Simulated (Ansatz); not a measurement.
Cu Kα1 powder pattern (kinematic, no thermal factors).
```json
{"2θ (°)": "23.71", "relative intensity": "24"}
{"2θ (°)": "27.44", "relative intensity": "19"}
{"2θ (°)": "39.20", "relative intensity": "100"}
{"2θ (°)": "46.32", "relative intensity": "11"}
{"2θ (°)": "48.51", "relative intensity": "5"}
{"2θ (°)": "56.63", "relative intensity": "17"}
{"2θ (°)": "62.25", "relative intensity": "5"}
{"2θ (°)": "64.06", "relative intensity": "7"}
{"2θ (°)": "71.03", "relative intensity": "34"}
{"2θ (°)": "76.08", "relative intensity": "4"}
{"2θ (°)": "84.26", "relative intensity": "11"}
{"2θ (°)": "89.11", "relative intensity": "4"}
```

The pattern is computed from a structure relaxed with DFT PBE, scalar-relativistic, plane waves, PAW in Ansatz 0.2.0. No spin polarisation. Its elements are Br, Zr.

Question: Give the structure.

Answer: Zr$_{2}$Br.
Space group Fm-3m (No. 225). a = 6.496 Å, b = 6.496 Å, c = 6.496 Å, α = 90.00°, β = 90.00°, γ = 90.00°
```csv
atom,site,symmetry,x,y,z
Zr,8c,-43m,0.2500,0.7500,0.7500
Br,4b,m-3m,0.5000,0.0000,0.0000
```

A pattern alone doesn't exclude other cells with like lines; this is the one computed.

Another cell of Zr2Br relaxed alike, in P-4m2, lies 0.68 eV/atom lower, so this cell isn't the stable form at this level.

It was reached by relaxing an invented guess, and it needn't be the stable form of this composition.
